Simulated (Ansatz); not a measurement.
input.yaml (Ansatz)

```yaml
crystal:
  lattice:
    - [1.7079294098, 0.0, 0.0]
    - [-0.8539647049, 1.4791102568, 0.0]
    - [0.0, 0.0, 7.7663970644]
  atoms:
    - { symbol: B, position: [0.3333333333, 0.6666666667, 0.25] }
    - { symbol: B, position: [0.6666666667, 0.3333333333, 0.75] }
hamiltonian:
  xc: r2scan0
  pseudopotentials:
    kind: paw
    azcp:
      B: "pseudopotentials/B.paw.azcp"
basis:
  ecutwfc: 500
  fft_grid_basis: typed
kpoints:
  mp_grid: { grid: [11, 11, 2], shift: [0, 0, 0] }
magnetization:
  spin_polarized: false
scf:
  occupations: { method: fermi_dirac, width: 0.1 }
```

and its output:

```
Engine: ansatz 0.2.0, x86_64-unknown-linux-gnu
Pseudopotentials: kind: paw
Pseudopotential: B, paw, valence charge 3, recommended cutoff 500 eV (meta_gga) 
Functional definition: r2SCAN0
  parameter a = 0.25
  parameter k0 = 0.174
  parameter k1 = 0.065
  parameter a1 = 4.9479
  exchange = (1 - a)*r2scan_x(k0 = k0, k1 = k1, a1 = a1) + a*exact_x
  correlation = r2scan_c
Crystal: 2 atoms, lattice volume = 19.620 Å³
Basis set: ecut = 500 eV, 491 PW (Γ), exchange–correlation on 60×60×240 points (64 copies of the dense FFT grid, shifted against one another)
Bands: 7, of which v1, the nominal top of the filled ones, is band 3 counted from 1 (2 counted from 0)
Symmetry: 24 space group operations
Space group: P63/mmc (ITA 194), of the structure as read, at distance tolerance 2.7e-5 Å
k-points: 32 of 242
Non-local potential: B, projectors of the file, l = 0: 2, l = 1: 2, l = 2: 1
PAW form: soft (Blöchl's): semilocal exchange-correlation on the pseudo side does not see the compensation charge
PAW frozen core: B, regenerated for the run's functional, and the local potential with it (the file was generated under x = pbe(κ = 0.804, μ = 0.2195149727645171), c = pbe(β = 0.06672455060314922))
PAW one-centre angular grid: B, 302 points (default); XC on 160 Gauss nodes
Initial density: superposition of atomic densities (neutral atoms: chi_scale 0, normalization atom), corrected by the library's trained network
Initial wavefunctions: pseudopotential atomic-orbital guess
Functional: x = r2scan, c = r2scan; τ floored in thin density (d = 2e-4 eV/Å³), warm-up for x = 0.75 r2scan + 0.25 exact, c = r2scan; τ floored in thin density (d = 2e-4 eV/Å³)
SCF iter   1: F=—  HF=-311.686877 eV  |F-HF|=—  |Δ(HF+E_count)|=         —  Δρ=1.99e-2  dr2=1.26e-1  dr2_τ=3.13e-1  ethr=1.77e-3  ⟨swp⟩=6.9  Hψ=1093  notcnv=0
SCF iter   2: F=—  HF=-311.673163 eV  |F-HF|=—  |Δ(HF+E_count)|=   1.37e-2  Δρ=7.68e-3  dr2=1.24e-2  dr2_τ=7.95e-5  ethr=1.77e-3  ⟨swp⟩=2.9  Hψ=493  notcnv=0  defer=4
iter 3 solved again at ethr=2.77e-6 eV; its pass at ethr=2.06e-4 eV (dr2=1.66e-4 eV) is discarded
SCF iter   3: F=—  HF=-311.670173 eV  |F-HF|=—  |Δ(HF+E_count)|=   2.99e-3  Δρ=1.26e-3  dr2=1.59e-4  dr2_τ=4.30e-6  ethr=2.77e-6  ⟨swp⟩=2.5  Hψ=843  notcnv=0
SCF iter   4: F=—  HF=-311.670293 eV  |F-HF|=—  |Δ(HF+E_count)|=   1.20e-4  Δρ=2.41e-4  dr2=5.57e-6  dr2_τ=1.36e-6  ethr=2.65e-6  ⟨swp⟩=2.0  Hψ=332  notcnv=0
SCF iter   5: F=—  HF=-311.670295 eV  |F-HF|=—  |Δ(HF+E_count)|=   2.30e-6  Δρ=5.21e-5  dr2=2.67e-7  dr2_τ=2.37e-8  ethr=9.29e-8  ⟨swp⟩=2.8  Hψ=366  notcnv=0
SCF iter   6: F=—  HF=-311.670296 eV  |F-HF|=—  |Δ(HF+E_count)|=   8.60e-8  Δρ=5.45e-6  dr2=2.56e-9  dr2_τ=5.97e-10  ethr=4.46e-9  ⟨swp⟩=2.7  Hψ=362  notcnv=0
SCF iter   7: F=-311.670296 eV  HF=-311.670296 eV  |F-HF|=1.80e-11  |Δ(HF+E_count)|=  8.03e-10  Δρ=5.79e-7  dr2=2.60e-11  dr2_τ=4.68e-12  ethr=4.26e-11  ⟨swp⟩=2.9  Hψ=377  notcnv=0
SCF 1 converged in 7 iterations: F = -311.670296 eV  dr2 = 2.60e-11
Initial density: handed on by an earlier stage of this run
Initial wavefunctions: those handed on with the density
Functional: x = 0.75 r2scan + 0.25 exact, c = r2scan; τ floored in thin density (d = 2e-4 eV/Å³)
Frozen-core exchange: fock
iter 1 solved again at ethr=1.93e-5 eV; its pass at ethr=1.00e-1 eV (dr2=1.16e-3 eV) is discarded
SCF iter   1: F=—  HF=-311.446129 eV  |F-HF|=—  |Δ(HF+E_count)|=         —  Δρ=2.24e-3  dr2=1.29e-3  dr2_τ=7.71e-5  ethr=1.93e-5  ⟨swp⟩=4.6  Hψ=1126  notcnv=0
SCF iter   2: F=—  HF=-311.446127 eV  |F-HF|=—  |Δ(HF+E_count)|=   1.91e-6  Δρ=1.10e-3  dr2=2.40e-4  dr2_τ=3.81e-6  ethr=1.93e-5  ⟨swp⟩=2.0  Hψ=325  notcnv=0
SCF iter   3: F=—  HF=-311.446048 eV  |F-HF|=—  |Δ(HF+E_count)|=   7.87e-5  Δρ=1.60e-4  dr2=1.15e-5  dr2_τ=7.07e-7  ethr=3.99e-6  ⟨swp⟩=3.0  Hψ=383  notcnv=0
SCF iter   4: F=-311.446042 eV  HF=-311.446042 eV  |F-HF|=4.16e-8  |Δ(HF+E_count)|=   6.38e-6  Δρ=4.26e-5  dr2=1.62e-7  dr2_τ=4.34e-9  ethr=1.85e-7  ⟨swp⟩=2.3  Hψ=349  notcnv=0  defer=1
SCF 2 stopped early in 4 iterations: F = -311.446042 eV  dr2 = 1.62e-7
hybrid outer 1: dexx = +5.076e-4 eV, tail = 6.83e-7 eV
Frozen-core exchange: fock
SCF iter   1: F=—  HF=-311.446050 eV  |F-HF|=—  |Δ(HF+E_count)|=         —  Δρ=8.91e-6  dr2=1.36e-8  dr2_τ=5.66e-10  ethr=5.69e-8  ⟨swp⟩=5.5  Hψ=762  notcnv=0
SCF iter   2: F=-311.446050 eV  HF=-311.446050 eV  |F-HF|=1.73e-10  |Δ(HF+E_count)|=  9.80e-10  Δρ=4.00e-6  dr2=1.77e-9  dr2_τ=1.62e-10  ethr=2.24e-10  ⟨swp⟩=3.2  Hψ=438  notcnv=0  defer=3
SCF 3 converged in 2 iterations: F = -311.446050 eV  dr2 = 1.77e-9
hybrid outer 2: dexx = +4.855e-9 eV, tail = 4.49e-9 eV, Δε = 2.65e-4 eV (about 3.05e-5 eV left of the loop's levels)
hybrid SCF converged: 2 outer / 6 inner (+7 warm-up), last move |dexx| = 4.86e-9 eV, tail = 4.49e-9 eV
Stability not checked: this state was not tested for a lower state beside it, because the functional holds exact exchange (a hybrid, or Hartree-Fock), whose exchange loop this test does not read (fock_operator; see scf.lower_state_search)
Free energy (F): -311.446050 eV
Frozen-core exchange: fock
Harris-Foulkes:  -311.446050 eV  (|F-HF|=1.73e-10)
Internal energy: -311.441543 eV  (E = F + TS)
E sigma→0 (E₀):  -311.443796 eV
Entropy (-TS):   -0.004507 eV (-2.253 meV/atom)
Fermi energy:    6.822993 eV
--- Per-component energies (eV) ---
  E_band       = -20.958534
  E_kinetic    = 100.836388
  E_local      = -147.398985  (includes V_loc(G=0)·N_el)
  E_nonlocal   = 20.189823
  E_hartree    = 48.337870
  E_xc         = -48.738105
  E_vxc        = -62.800143  (∫ρ·V_xc dr)
  E_exx        = -12.858107  (= α·E_x^exact, valence–valence)
  E_paw        = -160.659173  (= ΣΔE_a)
  E_vpaw       = -5.193513  (= ΣTr[D̂ρ^β])
  E_aug_tail   = -0.000004  (compensation charges beyond the density's cutoff)
  E_vtau       = 2.447866  (kinetic-family band-sum trace: ∫τ·v_τ [+ j·A + Jᵃ·Aᵃ] dr)
  E_ewald      = -111.099054
  E_core_change = -0.052197  (= ΣΔE_core)
  E_smearing   = -0.004507  (= −TS)
  E_closure    = -0.000000  (closes the sum)
  Σ components = -311.446050   (vs F -311.446050, Δ=0.00e0)
--- Band table (eV; the first three rows and the last of 32) ---
  k-point 0: bands = ["-13.3567", "-13.1510", "-3.2674", "-1.7835", "9.8886"]
  k-point 1: bands = ["-13.2567", "-13.2567", "-2.5849", "-2.5849", "12.1716"]
  k-point 2: bands = ["-12.9149", "-12.7167", "-2.6428", "-1.1598", "10.3977"]
  k-point 31: bands = ["0.7242", "0.7242", "5.1471", "5.1471", "17.2564"]
  guard bands above this table: 2 of the run's 7 bands. The solve was not asked for them (output.publish_guard_bands: true or output.eigenvalues: true publishes all)
```

Launched by

```sh
ansatz run input.yaml --threads 4 --pin off --max-ram 8192MiB --backend cpu --events-out ev --progress --plain --runs-dir out
```

On 4 threads of Intel(R) Xeon(R) Platinum 8488C (Sapphire Rapids) (shared host) this took about 2.6 s of wall time and 7.3 s of CPU time, with 0.79 GiB at the peak.
